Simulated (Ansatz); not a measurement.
Theory: DFT PBE, scalar-relativistic, plane waves, PAW in Ansatz. Settings: cutoff 420 eV, Γ-centred meshes spaced at most about 0.3 Å⁻¹, and about 0.25 Å⁻¹ or finer for metals (2π included), Gaussian smearing. No spin polarisation in the final relaxations.

These are static total energies at zero pressure. Lower structures may exist.

Task: Order these relaxed structures of In3SbTe2 by energy, lowest first, with the energy over the lowest of them.
A.

```cif
data_structure
_symmetry_space_group_name_H-M 'P6mm'
_symmetry_Int_Tables_number 183
_cell_length_a 6.0681
_cell_length_b 6.0681
_cell_length_c 6.0625
_cell_angle_alpha 90.000
_cell_angle_beta 90.000
_cell_angle_gamma 120.000
_cell_volume 193.32
loop_
_atom_site_label
_atom_site_type_symbol
_atom_site_symmetry_multiplicity
_atom_site_Wyckoff_symbol
_atom_site_fract_x
_atom_site_fract_y
_atom_site_fract_z
_atom_site_occupancy
In1 In 3 c 0.50000 0.00000 0.83863 1
Sb1 Sb 1 a 0.00000 0.00000 0.23356 1
Te1 Te 2 b 0.33333 0.66667 0.30807 1
```

B.

```cif
data_structure
_symmetry_space_group_name_H-M 'P6/mmm'
_symmetry_Int_Tables_number 191
_cell_length_a 7.1890
_cell_length_b 7.1890
_cell_length_c 4.5242
_cell_angle_alpha 90.000
_cell_angle_beta 90.000
_cell_angle_gamma 120.000
_cell_volume 202.49
loop_
_atom_site_label
_atom_site_type_symbol
_atom_site_symmetry_multiplicity
_atom_site_Wyckoff_symbol
_atom_site_fract_x
_atom_site_fract_y
_atom_site_fract_z
_atom_site_occupancy
In1 In 3 g 0.50000 0.00000 0.50000 1
Sb1 Sb 1 b 0.00000 0.00000 0.50000 1
Te1 Te 2 c 0.33333 0.66667 0.00000 1
```

C.

```cif
data_structure
_symmetry_space_group_name_H-M 'Immm'
_symmetry_Int_Tables_number 71
_cell_length_a 4.4178
_cell_length_b 6.2048
_cell_length_c 13.2185
_cell_angle_alpha 90.000
_cell_angle_beta 90.000
_cell_angle_gamma 90.000
_cell_volume 362.34
loop_
_atom_site_label
_atom_site_type_symbol
_atom_site_symmetry_multiplicity
_atom_site_Wyckoff_symbol
_atom_site_fract_x
_atom_site_fract_y
_atom_site_fract_z
_atom_site_occupancy
In1 In 2 a 0.00000 0.00000 0.00000 1
In2 In 4 i 0.00000 0.00000 0.65928 1
Sb1 Sb 2 d 0.00000 0.50000 0.00000 1
Te1 Te 4 j 0.00000 0.50000 0.67218 1
```

Result: C (0 meV/atom), B (332 meV/atom), A (419 meV/atom). Forms: C Immm; B P6/mmm; A P6mm. Counting Sb or Te atoms around In (for each partner element, those within 1.25 times its shortest distance or 1.15 times the sum of covalent radii, where it is the nearest in units of that sum or under 1.3; a plus sign parts groups by distance over the sum of covalent radii; the shortest distance is added where it exceeds 1.18 times the sum of covalent radii): C has In 6; B has In 4+2; A has In 4 from 3.3 Å.

These runs have no spin–orbit coupling, which can matter for Sb and Te. The Immm cell at 30.2 Å³/atom was relaxed from a Materials Project cell. Cells relaxed within their symmetry can be saddle points. Some candidate types were left out of the draw beforehand, so a known form may be missing.
